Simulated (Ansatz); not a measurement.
A relaxed cell of SiSn₂Ge₃ is given with its symmetry left out. The cell was found from a structure generator's guess, not taken from experiment.

The calculation used DFT PBE, scalar-relativistic, plane waves, PAW in Ansatz. Cutoff 420 eV, Γ-centred mesh, Gaussian smearing, no spin polarisation.

```
Si Sn Ge
1.0
    -2.84951    2.84951    4.98615
     2.84951   -2.84951    4.98615
     2.84951    2.84951   -4.98615
Si Sn Ge
1 2 3
Direct
  0.00000 0.00000 0.00000
  0.25000 0.75000 0.50000
  0.75000 0.25000 0.50000
  0.75629 0.75629 0.00000
  0.24371 0.24371 0.00000
  0.50000 0.50000 0.00000
```

Formation energies are uncorrected and refer to the elements' standard structures at the same level. The references include grey tin.

(1) Find its symmetry and describe it.

(2) What is its formation energy per atom?

(3) Is it a metal?

Results:

(1) I4/mmm (No. 139). Conventional cell: a = 5.699 Å, c = 9.972 Å. Si is surrounded by 2 Ge at 2.43 Å; around Sn lie 4 Ge at 2.85 Å; Ge on a site of symmetry 4mm is surrounded by 1 Si at 2.43 Å, 1 Ge at 2.56 Å and 4 Sn at 2.85 Å; Ge on a site of symmetry 4/mmm is surrounded by 2 Ge at 2.56 Å.

(2) +0.61 eV/atom. The separate elements lie lower, so it is unstable against them.

(3) Yes, bands cross the Fermi level on the 10×10×10 mesh.

The last run used a 10×10×10 mesh for its 6-atom cell and Gaussian smearing of 0.10 eV. Symmetry constrained the relaxation, so the result can be a saddle point. Another cell of SiSn2Ge3 relaxed alike, in P6/mmm, lies 0.31 eV/atom lower, so this cell isn't the stable form at this level.
